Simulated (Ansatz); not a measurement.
ZrIr$_{3}$ in space group I4/mmm (No. 139; Ir on 2b, Ir on 4d, Zr on 2a), plane-wave PAW PBE (Ansatz code), all energies at zero smearing, with the estimated change up to a 700 eV cutoff added, with one set of potentials and settings (totals compare only within such a set). Cell of 4 atoms (3 Ir, 1 Zr): -39996.634 eV.

```tsv
element	reference phase	E (eV/atom)
Ir	Fm-3m, 1 atoms in the cell	-11936.8363
Zr	P6_3/mmc, 2 atoms in the cell	-4183.8611
```

Formation energy per atom, worked out: (-39996.634 − 3×(-11936.8363) − 1×(-4183.8611))/4 = -0.566 eV/atom (-55 kJ per mol of atoms), at 0 K, without zero-point energy or fitted corrections.

A made-up cell: these elements were put on the sites of a structure type; neither database checked (COD, Materials Project) lists it. COD files the formula under space group No. 221. Whether it is the stable phase at ambient conditions was not checked. Symmetry was held in the PBE relaxation; its stability against distortions is not shown here. The run is not spin-polarised. The references are the lowest solids computed at this level, not always the standard phases. Spin–orbit coupling is left out wherever it is not named.

Potentials: the earlier of the program's two PAW sets.
